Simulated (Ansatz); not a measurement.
Relaxed SiC (zinc blende):

```xyz
4
Lattice="0.0000 4.3798 4.3798 2.1899 0.0000 2.1899 2.1899 2.1899 0.0000" Properties=species:S:1:pos:R:3 pbc="T T T"
C      3.2848     3.2848     3.2848
C      3.2848     5.4747     5.4747
Si     0.0000     0.0000     0.0000
Si     2.1899     2.1899     4.3798
```

The atoms are displaced by Q × the pattern below (from a DFPT mode at L = (0.5, 0.0, 0.0), largest move 1; Q in Å), at fixed cell. (q is in reciprocal vectors of the primitive cell; the cell shown is doubled to hold the pattern.)

```json
[
 {"atom": "C1", "x": "0.577", "y": "-0.577", "z": "-0.577"},
 {"atom": "C2", "x": "-0.577", "y": "0.577", "z": "0.577"},
 {"atom": "Si3", "x": "0.009", "y": "-0.009", "z": "-0.009"},
 {"atom": "Si4", "x": "-0.009", "y": "0.009", "z": "0.009"}
]
```

Computed with PBE (plane waves to 420 eV, PAW, scalar-relativistic; Ansatz, an electronic-structure program). k mesh 13×13×13 (Γ-centred), Fermi-Dirac smearing 0.05 eV. The energy includes the smearing's −TS. SiC was relaxed with its symmetry unable to fall. The zero of ΔE is the undisplaced structure.

Problem. Estimate the ΔE (meV/cell) for Q (Å) = -0.280, -0.047, 0.047, 0.093, 0.140, 0.233.

Solution. 
| Q (Å) | ΔE (meV/cell) |
|---|---|
| -0.280 | 2374 |
| -0.047 | 64 |
| 0.047 | 64 |
| 0.093 | 256 |
| 0.140 | 578 |
| 0.233 | 1630 |

(For displaced atoms, the force is minus the slope of the energy, and its curvature is a force constant, which sets phonon frequencies.)
